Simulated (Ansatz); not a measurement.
## YSi2Ir2, a strained cell with displaced atoms

```
Ir Y Si
1.0
     3.99243    0.00396    0.00910
     0.00396    3.93166   -0.02364
     0.02172   -0.05644    9.76068
Ir Y Si
4 2 4
Direct
  0.78321 0.26995 0.00388
  0.24247 0.75755 0.98431
  0.27690 0.24726 0.61851
  0.74376 0.76225 0.35898
  0.21167 0.26766 0.26262
  0.73424 0.76929 0.75547
  0.73427 0.26281 0.51066
  0.21474 0.72968 0.50261
  0.25165 0.25115 0.84248
  0.80658 0.77394 0.13493
```

The numbers come from plane-wave PAW DFT (Ansatz): PBEsol, no spin polarisation, 420 eV, 5×5×2 (shifted by 0, 0.5, 0 steps) k points, fermi-dirac occupations (width 0.1 eV). Nothing was relaxed.

(1) What is the formation energy?

(2) Is there a gap?

(3) Where is the largest force?

(4) What does the stress say?

Origin: a strained cell with displaced atoms, so it need not be a known compound. Caveats: the k mesh is coarse if the cell is a metal; atoms or cell far from equilibrium.

## Answers

(1) -0.84 eV an atom against the elements' usual phases (free molecules for gases, crystals otherwise, with no correction for O₂ or N₂), so it is bound against them; other compounds may still compete. Relaxing would lower it.

(2) It is a metal, with about 5 states/eV a cell as the mean within 0.25 eV of the Fermi level, mostly Ir d (35 %), Y d (27 %) and Si p (26 %).

(3) The largest is on Si7: 4.48 eV/Å, components (3.59, 0.02, -2.69). It makes 173° with the line to a nearest neighbour, Ir3 at 2.10 Å, pointing away from it.

(4) The pressure is 19.5 GPa (compression positive), so with the atoms held at these fractions the cell would first expand; the forces are large, so a full relaxation may end otherwise. The principal stresses 13.8, 19.7, 25.1 GPa differ, so its shape would change too.
